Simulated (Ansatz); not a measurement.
Relaxed-ion elastic tensor of HfN (rock salt, space group No. 225) in GPa (Voigt order), DFT-LDA in the program Ansatz with PAW potentials; density 14.33 g/cm³, 11.15 Å³ per atom.

```
673  116  116  0.0  0.0  0.0
116  673  116  0.0  0.0  0.0
116  116  673  0.0  0.0  0.0
0.0  0.0  0.0  128  0.0  0.0
0.0  0.0  0.0  0.0  128  0.0
0.0  0.0  0.0  0.0  0.0  128
```

**Question.** Is the crystal mechanically stable?

**Answer.** Yes: the smallest eigenvalue of C is 128 GPa.

**Question.** Work out the Voigt, Reuss and Hill averages.

**Answer.** K_V = 301, K_R = 301, K_H = 301; G_V = 189, G_R = 164, G_H = 176 GPa.

**Question.** Give Young's modulus, Poisson's ratio, Pugh's ratio and the universal anisotropy index.

**Answer.** E = 9KG/(3K + G) = 442 GPa; ν = 0.26; K/G = 1.71 (near the Pugh limit of 1.75, no verdict); A_U = 5G_V/G_R + K_V/K_R − 6 = 0.76.

**Question.** Estimate the sound speeds and the Debye temperature.

**Answer.** v_l = √((K + 4G/3)/ρ) = 6120 m/s, v_t = √(G/ρ) = 3500 m/s, mean 3890 m/s; Θ = (h/k)(3n/4πV)^(1/3) v_m = 519 K.

**Question.** Give the Zener ratio and Young's modulus along [100], [110] and [111].

**Answer.** A = 2C44/(C11 − C12) = 0.46; 1/E = S11 − 2(S11 − S12 − S44/2)Γ with Γ = 0, 1/4, 1/3 gives 639, 382, 337 GPa.

Space group Fm-3m (rock salt). The LDA relaxation kept the symmetry of its start; of distortions, only those at the zone centre were tested. No spin polarisation was allowed. With an odd number of electrons in the cell and no spin polarisation, the count alone makes it a metal. As this level gives no gap, shear constants depend on the k-mesh and smearing (Fermi–Dirac, 0.1 eV here). Spin–orbit coupling is left out wherever it is not named.

Potentials: the earlier of the program's two PAW sets.
